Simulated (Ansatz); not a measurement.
Ansatz (an electronic-structure program) input:

Ansatz 0.2 input:
```yaml
crystal:
  lattice:
    - [3.7988022717, 0.0, 0.0]
    - [-1.8994011359, 3.2898592713, 0.0]
    - [0.0, 0.0, 6.041324636]
  atoms:
    - { symbol: Li, position: [0.6666666667, 0.3333333333, 0.8787839309] }
    - { symbol: Li, position: [0.3333333333, 0.6666666667, 0.3787839309] }
    - { symbol: Cl, position: [0.6666666667, 0.3333333333, 0.4962160691] }
    - { symbol: Cl, position: [0.3333333333, 0.6666666667, 0.9962160691] }
kpoints:
  mp_grid: { grid: [8, 8, 5] }
hamiltonian:
  xc: lda
  pseudopotentials: { kind: paw }
scf:
  occupations: { method: fixed }
phonons:
  method: dfpt
  response_accuracy: low
  eigenvectors: true
  rigid_motions: translations
  dielectric: true
  raman: true
```

Output (shortened):

```
Pseudopotential: Li, paw, valence charge 3
Pseudopotential: Cl, paw, valence charge 7
Functional definition: SPW92
Crystal: 4 atoms, lattice volume = 75.502 Å³
Basis set: ecut = 420 eV, 1461 PW (Γ), exchange–correlation on 54×54×96 points (8 copies of the dense FFT grid, shifted against one another)
Bands: 14, of which v1, the nominal top of the filled ones, is band 10 counted from 1 (9 counted from 0)
Symmetry: 12 space group operations
k-points: 93 of 320 (irreducible under 2 space group operations, time reversal used)
SCF iter   1: F=—  HF=-2498.834345 eV  |F-HF|=—  |Δ(HF+E_count)|=         —  Δρ=6.53e-3  dr2=2.68e-2  ethr=1.77e-3  ⟨swp⟩=4.2  Hψ=5763  notcnv=0  defer=178
preconditioner: auto → Resta (q_TF=auto, 2.186 Å⁻¹)
SCF iter   2: F=—  HF=-2498.820227 eV  |F-HF|=—  |Δ(HF+E_count)|=   1.41e-2  Δρ=3.23e-3  dr2=5.65e-3  ethr=1.34e-4  ⟨swp⟩=2.9  Hψ=3157  notcnv=0  defer=186
SCF iter   3: F=—  HF=-2498.817327 eV  |F-HF|=—  |Δ(HF+E_count)|=   2.90e-3  Δρ=5.14e-4  dr2=2.02e-4  ethr=2.82e-5  ⟨swp⟩=2.0  Hψ=2415  notcnv=0  defer=186
SCF iter   4: F=—  HF=-2498.817323 eV  |F-HF|=—  |Δ(HF+E_count)|=   3.92e-6  Δρ=1.13e-4  dr2=7.89e-6  ethr=1.01e-6  ⟨swp⟩=2.0  Hψ=1860  notcnv=0  defer=5
SCF iter   5: F=—  HF=-2498.817330 eV  |F-HF|=—  |Δ(HF+E_count)|=   6.91e-6  Δρ=2.16e-5  dr2=3.59e-7  ethr=3.95e-8  ⟨swp⟩=2.0  Hψ=1692  notcnv=0  defer=2
SCF iter   6: F=—  HF=-2498.817328 eV  |F-HF|=—  |Δ(HF+E_count)|=   1.92e-6  Δρ=2.67e-6  dr2=7.20e-9  ethr=1.79e-9  ⟨swp⟩=2.2  Hψ=1590  notcnv=0  defer=2
SCF iter   7: F=—  HF=-2498.817328 eV  |F-HF|=—  |Δ(HF+E_count)|=   6.14e-9  Δρ=4.69e-7  dr2=1.68e-10  ethr=3.60e-11  ⟨swp⟩=2.5  Hψ=1985  notcnv=0  defer=2
SCF iter   8: F=-2498.817328 eV  HF=-2498.817328 eV  |F-HF|=9.09e-13  |Δ(HF+E_count)|=  1.00e-10  Δρ=7.51e-8  dr2=3.36e-12  ethr=1.00e-12  ⟨swp⟩=6.5  Hψ=7152  notcnv=0
SCF 1 converged in 8 iterations: F = -2498.817328 eV  dr2 = 3.36e-12
NSCF: frozen V_eff on 5 k-points
DFPT response loops at Γ: preconditioner auto → none (the input reference at scf.mixing.eps_inf says where Resta's filter doesn't serve); β = 0.50 …
── the response to a field inside a basis, on 8×8×6 k-points: an SCF that follows is theirs, and a resumed run solves both again ──
Crystal: 4 atoms, lattice volume = 75.502 Å³
Bands: 11, of which v1, the nominal top of the filled ones, is band 10 counted from 1 (9 counted from 0)
k-points: 60 of 384 (irreducible under 4 space group operations, time reversal used)
SCF iter   1: F=—  HF=-2498.815558 eV  |F-HF|=—  |Δ(HF+E_count)|=         —  Δρ=8.04e-5  dr2=7.27e-7  ethr=1.00e-1
preconditioner: auto → Resta (q_TF=auto, 2.186 Å⁻¹)
SCF iter   2: F=—  HF=-2498.815558 eV  |F-HF|=—  |Δ(HF+E_count)|=   1.72e-7  Δρ=4.18e-5  dr2=2.03e-7  ethr=3.63e-9
SCF iter   3: F=—  HF=-2498.815558 eV  |F-HF|=—  |Δ(HF+E_count)|=   8.28e-8  Δρ=1.24e-6  dr2=5.96e-10  ethr=1.01e-9
SCF iter   4: F=-2498.815558 eV  HF=-2498.815558 eV  |F-HF|=4.59e-11  |Δ(HF+E_count)|=  3.57e-10  Δρ=3.34e-7  dr2=6.76e-11  ethr=2.98e-12
SCF 1 converged in 4 iterations: F = -2498.815558 eV  dr2 = 6.76e-11
DFPT response loops at Γ: mixed as the last ones told, above
DFPT response loops at Γ: mixed as the last ones told, above
DFPT response loops at Γ: mixed as the last ones told, above
SCF converged after 8 iterations
Free energy (F): -2498.817328 eV
Harris-Foulkes:  -2498.817328 eV  (|F-HF|=9.09e-13)
Internal energy: -2498.817328 eV  (E = F + TS)
E sigma→0 (E₀):  -2498.817328 eV
Fermi energy:    0.204051 eV
--- Per-component energies (eV) ---
  E_band       = -226.869942
  E_kinetic    = 368.338607
  E_local      = -764.150639  (includes V_loc(G=0)·N_el)
  E_nonlocal   = -5.229784
  E_hartree    = 232.970230
  E_xc         = -234.166761
  E_vxc        = -272.051109  (∫ρ·V_xc dr)
  E_paw        = -1287.888586  (= ΣΔE_a)
  E_vpaw       = -19.717703  (= ΣTr[D̂ρ^β])
  E_aug_tail   = 0.000218  (compensation charges beyond the density's cutoff)
  E_ewald      = -809.071597
  E_core_change = 0.380983  (= ΣΔE_core)
  E_smearing   =  0.000000  (= −TS)
  E_closure    = 0.000000  (closes the sum)
  Σ components = -2498.817328   (vs F -2498.817328, Δ=0.00e0)
  [band-id]    e_kinetic+e_local+e_nonlocal+2·e_hartree+e_vxc+e_vpaw+e_augmentation_tail = -226.869949   (vs E_band -226.869942, Δ=-6.98e-6)
--- Band table (eV; the first three rows and the last of 93) ---
  k-point 0: bands = ["-41.5167", "-41.5137", "-12.7553", "-12.3432", "-2.3018", "-0.3192", "-0.3192", "0.0879", "0.0879", "0.2041", "6.0626", "8.2848", "9.8121", "9.8121"]
  k-point 1: bands = ["-41.5165", "-41.5140", "-12.7195", "-12.3865", "-2.1027", "-0.2820", "-0.2820", "-0.1012", "0.0473", "0.0473", "6.3649", "8.1587", "9.8126", "9.8126"]
  k-point 2: bands = ["-41.5157", "-41.5147", "-12.6224", "-12.4955", "-1.5552", "-0.8048", "-0.1829", "-0.1829", "-0.0572", "-0.0572", "7.0561", "7.7433", "9.9168", "9.9168"]
  k-point 92: bands = ["-41.5136", "-41.5133", "-12.3562", "-12.3130", "-1.7857", "-1.7655", "-1.1848", "-1.0547", "-0.4645", "-0.2748", "8.0396", "8.0492", "9.5107", "9.5688"]
--- Phonons (Γ-DFPT): 4 representative perturbations + reference, on 93 of 320 k-points (Σ response iterations 12) ---
  ASR residual: 2.708e-5 → 0.000e0 eV/Å²; symmetrization residual: 2.596e-5 eV/Å²
  ASR residual per site (eV/Å²): 9.66e-6 9.66e-6 2.71e-5 2.71e-5
  Γ frequencies (cm⁻¹): 0.00 0.00 0.00 70.24 70.24 191.37 340.50 359.39 359.39 362.80 362.80 392.56
  ε∞ (high-frequency dielectric tensor):
        2.616481     0.000000     0.000000
        0.000000     2.616481     0.000000
        0.000000     0.000000     2.655836
  ε⁰ (static dielectric tensor: ions relaxed, cell fixed):
        4.274833     0.000000     0.000000
        0.000000     4.274833     0.000000
        0.000000     0.000000     4.627945
  ε⁰ − ε∞ (ionic part):
        1.658352     0.000000     0.000000
        0.000000     1.658352     0.000000
        0.000000     0.000000     1.972109
  softest optical mode at Γ: 70.24 cm⁻¹; the repairs (sum rule, projections) moved no ω² at Γ by more than (3.55 cm⁻¹)²
  Born effective charges Z* (e; rows j = field, columns β = displacement):
    site 0:
         0.98587    0.00000    0.00000
         0.00000    0.98587    0.00000
         0.00000    0.00000    1.00901
    site 1:
         0.98587    0.00000    0.00000
         0.00000    0.98587    0.00000
         0.00000    0.00000    1.00901
    site 2:
        -0.98587    0.00000    0.00000
         0.00000   -0.98587    0.00000
         0.00000    0.00000   -1.00901
    site 3:
        -0.98587    0.00000    0.00000
         0.00000   -0.98587    0.00000
         0.00000    0.00000   -1.00901
  Z* charge neutrality: 3.800e-5 e pre-enforcement
  k-mesh period / interband length: 30.2 Å / 1.26 Å = 23.94 at k = (0.0000, 0.0000, 0.0000), direct gap 5.859 eV — 14 or more, which is no proof of convergence
  Raman tensors (in the event stream and the table raman_tensors.tsv) …
  optical modes at Γ without the LO–TO term, one row a degenerate level:
      ω (cm⁻¹)  modes    IR ((D/Å)²/amu)  static Raman (Å⁴/amu)  depolarisation
         70.24      2             0.0000                 0.0982           0.750
        191.37      1             0.0000                 0.0000               —
        340.50      1             8.0941                 2.5929           0.703
        359.39      2             0.0000                 1.2464           0.750
        362.80      2            15.4541                 0.9213           0.750
        392.56      1             0.0000                 0.0000               —
  optical modes at Γ + LO–TO along q̂ = [1.0000, 0.0000, 0.0000]:
      ω (cm⁻¹)  modes    IR ((D/Å)²/amu)  static Raman (Å⁴/amu)  depolarisation
         70.24      2             0.0000                 0.0982           0.750
        191.37      1             0.0000                 0.0000               —
        340.50      1             8.0941                 2.5929           0.703
        359.39      2             0.0000                 1.2464           0.750
        362.80      1             7.7271                 0.4606           0.750
        392.56      1             0.0000                 0.0000               —
        463.74      1             7.7271                 0.3135           0.750
  optical modes at Γ + LO–TO along q̂ = [0.0000, 1.0000, 0.0000]:
      ω (cm⁻¹)  modes    IR ((D/Å)²/amu)  static Raman (Å⁴/amu)  depolarisation
         70.24      2             0.0000                 0.0982           0.750
        191.37      1             0.0000                 0.0000               —
        340.50      1             8.0941                 2.5929           0.703
        359.39      2             0.0000                 1.2464           0.750
        362.80      1             7.7271                 0.4606           0.750
        392.56      1             0.0000                 0.0000               —
        463.74      1             7.7271                 0.3135           0.750
  optical modes at Γ + LO–TO along q̂ = [0.0000, 0.0000, 1.0000]:
      ω (cm⁻¹)  modes    IR ((D/Å)²/amu)  static Raman (Å⁴/amu)  depolarisation
         70.24      2             0.0000                 0.0982           0.750
        191.37      1             0.0000                 0.0000               —
        359.39      2             0.0000                 1.2464           0.750
        362.80      2            15.4541                 0.9213           0.750
        392.56      1             0.0000                 0.0000               —
        449.48      1             8.0941                 1.4943           0.724
```

Cost: about 6 core-minutes (a rough figure) on shared cores.

Space group P6_3mc (wurtzite). The workflow started from a Materials Project entry (that database holds measured and hypothetical structures alike); the Crystallography Open Database copy checked does not list it. It is not the phase usual at ambient conditions (space group No. 225). The LDA relaxation kept the symmetry of its start; phonons on a q-mesh show no instability.

Potentials: the later of the program's two PAW sets.

Ansatz is a plane-wave DFT program.
